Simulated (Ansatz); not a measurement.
A generator proposed this cell of Ge2SbO3.

```cif
data_structure
_symmetry_space_group_name_H-M 'P 1'
_symmetry_Int_Tables_number 1
_cell_length_a 5.0912
_cell_length_b 5.0912
_cell_length_c 4.1177
_cell_angle_alpha 90.000
_cell_angle_beta 90.000
_cell_angle_gamma 90.000
_cell_volume 106.73
loop_
_atom_site_label
_atom_site_type_symbol
_atom_site_fract_x
_atom_site_fract_y
_atom_site_fract_z
_atom_site_occupancy
Ge1 Ge 0.00000 0.00000 0.50000 1
Ge2 Ge 0.50000 0.50000 0.50000 1
Sb1 Sb 0.00000 0.00000 0.00000 1
O1 O 0.50000 0.50000 0.00000 1
O2 O 0.00000 0.50000 0.50000 1
O3 O 0.50000 0.00000 0.50000 1
```

All numbers below come from DFT PBE, scalar-relativistic, plane waves, PAW (Ansatz 0.2.0). Settings: cutoff 420 eV, Γ-centred mesh 4×4×4 on the computed 6-atom cell, Gaussian smearing of 0.10 eV; no spin polarisation.

Energies over the elements count from the elements' standard structures at the same level (O₂ as a molecule), with no fitted energy shifts.

Problem. Estimate its pressure, forces and energy as it stands.

Solution. The pressure is 7.5 GPa (the mean over three directions, positive in compression), the largest force is 0.00 eV/Å (symmetry fixes the atoms), and the energy is +0.93 eV/atom against the elements. The shortest distance is 2.06 Å.

Problem. How much does it gain on relaxing, and where does it end?

Solution. Relaxing gains about 1.2 eV/atom (the start's value is from the coarse mesh, so the gain is rough) in 22 ionic steps and ends at −0.28 eV/atom on the finer mesh. The symmetry stays P4/mmm (No. 123). The volume per atom shrinks by 10.6 %, from 17.8 to 15.9 Å³. The shortest distance goes from 2.06 Å (Ge–O and Ge–Sb) to 2.09 Å (Ge–O). The ratio c/a of the conventional cell changes by a factor of 1.61. Conventional cell: a = 4.183 Å, c = 5.455 Å. Around Ge on its first site lie 4 O at 2.09 Å and 2 Sb at 2.73 Å; Sb is surrounded by 2 Ge at 2.73 Å, 4 O at 2.96 Å and 8 O at 3.44 Å; around O on a site of symmetry 4/mmm lie 2 Ge at 2.73 Å, 4 Sb at 2.96 Å and 8 O at 3.44 Å (long contacts); 2 more sites not described.

The last run used a 10×10×8 mesh (in the run's order of axes) for its 6-atom cell and Gaussian smearing of 0.10 eV. These runs have no spin–orbit coupling, which can matter for Sb. An odd number of electrons in the primitive cell allows no gap without spin; a larger cell or a magnetic state could open one. The relaxation can't lower the symmetry of the start. A structure relaxed within its symmetry needn't be a true minimum. Another cell of Ge2SbO3 relaxed alike, in R-3m, lies 0.47 eV/atom lower, so this cell isn't the stable form at this level.
